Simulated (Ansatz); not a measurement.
Values for one crystal, relaxed and computed with the program Ansatz at the r²SCAN level (PAW); other levels are named.

| Property | Value |
|---|---|
| Volume per atom | 12.73 Å³ |
| Electronic character | metallic (no gap) |
| Bulk modulus (Birch–Murnaghan fit) | 126 GPa |
| Mechanical stability | unstable (C has a negative eigenvalue) |
| Pressure derivative B′ | 3.7 |
| Elastic constants (relaxed ions, GPa) | C11 = 99.5, C12 = 146, C13 = 108, C33 = 324, C44 = 87.7 |
| Zone-centre stability | no imaginary mode at Γ |

### Question
Which of these materials gives this?
(A) SiB, wurtzite
(B) ZrB2, P6/mmm (Zr on 1a, B on 2d)
(C) SiB2Os2, Cmmm (Si on 2a, Os on 4j, B on 4i)
(D) Mn2B, I4/mcm (Mn on 8h, B on 4a)

### Answer
A, SiB, wurtzite

Space group P6_3mc (wurtzite). The first step of the workflow began from a Materials Project structure, measured or hypothetical; the Crystallography Open Database copy checked does not list it. Its standing as an ambient phase is unchecked. Symmetry was held in the r²SCAN relaxation. Its formation energy is positive at this level, so the cell may be metastable or incomplete. As this level gives no gap, shear constants depend on the k-mesh and smearing (Fermi–Dirac, 0.1 eV here).

Potentials: the later of the program's two PAW sets.
